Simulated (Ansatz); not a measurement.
**What DFT gives for Nb₃Ga₄**

```xyz
7
Lattice="0.0000 0.0000 3.7298 3.9296 0.0000 0.0000 1.9648 8.8104 -1.8649" Properties=species:S:1:pos:R:3 pbc="T T T"
Nb    3.9296    3.1717    0.0000
Nb    1.9648    5.6386    1.8649
Nb    0.0000    0.0000    1.8649
Ga    3.9296    7.8236    1.8649
Ga    1.9648    0.9868    0.0000
Ga    3.9296    6.6254    0.0000
Ga    1.9648    2.1850    1.8649
```

Method: r2SCAN, no spin polarisation; PAW, plane waves to 500 eV, 7×7×7 Γ-centred mesh, methfessel-paxton occupations (width 0.0788 eV) (Ansatz 0.2.0), atoms fixed.

(1) What is the formation energy?

(2) What happens at the Fermi level?

(3) Describe some of the short contacts.

(4) How is the charge shared?

Origin: a known structure type with other elements, at an estimated volume, so it need not be a known compound. Caveats: atoms or cell far from equilibrium.

Answers

(1) 0.41 eV an atom against the elements' usual phases (free molecules for gases, crystals otherwise, with no correction for O₂ or N₂), so at this geometry it isn't bound against them. Relaxing would lower it.

(2) It is a metal, with about 4.2 states/eV a cell as the mean within 0.25 eV of the Fermi level, mostly Nb d (92 %).

(3) Ga–Ga at 1.97 Å: least valence density 0.79 e/Å³ and ELF 0.42 there. Nb–Ga at 2.88 Å: least valence density 0.24 e/Å³ and ELF 0.33 there. These are pseudo-fields; inside the PAW spheres they differ from the all-electron ones.

(4) Bader charges in e: Nb +0.74 to +0.98, Ga -0.71 to -0.52. In the mean Nb gives up most and Ga takes most.
